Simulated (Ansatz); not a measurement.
One stationary structure of BaTiO3. Space group R3m (No. 160). Calculation: r2SCAN (plane waves to 500 eV, PAW, scalar-relativistic; Ansatz, a first-principles code).

Space group R3m, hexagonal axes (No. 160); a = b = 5.6804 Å, c = 6.9943 Å, α = β = 90.00°, γ = 120.00°

| atom | site | symmetry | x | y | z |
|---|---|---|---|---|---|
| Ba | 3a | 3m | 0.0000 | 0.0000 | 0.0963 |
| Ti | 3a | 3m | 0.0000 | 0.0000 | 0.5829 |
| O | 9b | .m | 0.0064 | 0.5032 | 0.1125 |
(The calculation used a cell of 5 atoms; values per cell refer to that cell.)

Q: What band gap does r2SCAN give?

A: 2.87 eV, indirect (valence top at T, conduction bottom at Γ) (no spin-orbit coupling).

Q: Give the smallest direct gap at the level r2SCAN.

A: 3.24 eV at 14 % of the way from Γ to S0.

No spin polarisation in the result.

It was reached from a disturbed copy of a Pm-3m (No. 221) cell (cubic perovskite type), against which it lies -9 meV/atom.

The first start was generated by placing the elements on the sites of a structure type. A measured structure of BaTiO3 has the same space group, R3m (No. 160); the sites were not compared with it. Another known form has space group No. 99.
